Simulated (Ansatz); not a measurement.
**Relaxing a structure of Fe**

The start is a relaxed Fe cell deformed by the Cartesian strain tensor (xx, yy, zz, yz, xz, xy) = (-0.102, -0.006, 0.086, 0.010, -0.040, 0.083). The structure is fully relaxed (lattice and positions, P = 0) with r2SCAN (plane waves to 500 eV, PAW, scalar-relativistic; Ansatz, an electronic-structure program). The first steps use a coarse 15×17×15 k-mesh.

Input geometry:
```yaml
crystal:
  lattice:
    - [-1.22386, 1.31839, 1.62704]
    - [1.10928, -1.28975, 1.48382]
    - [1.46305, 1.52893, -1.59840]
  atoms:
    - { symbol: Fe, position: [0.00000, 0.00000, 0.00000] }
```
Spin-polarised start, with parallel moments on Fe.

Task: By how much does the energy per atom fall from start to end?

Result: 0.19 eV/atom.

Task: How does the volume change?

Result: +4.2 %, from 11.28 to 11.75 Å³/atom.

Task: How do the shortest distances between atoms change?

Result: The closest pairs of elements (up to four, under 3.6 Å), start → end: Fe–Fe 2.26 → 2.48 Å.

Task: What magnetic moments remain?

Result: Net 2.64 μB/atom, ferromagnetic.

Final values are on a 23×23×23 k-mesh of the relaxed cell. Spin state reached: ferromagnetic (net 2.64 μB/atom), from parallel starting moments; other spin orders were not run from this start. r2SCAN tends to overstate moments in metals.

The run could not lose the symmetry of its start.
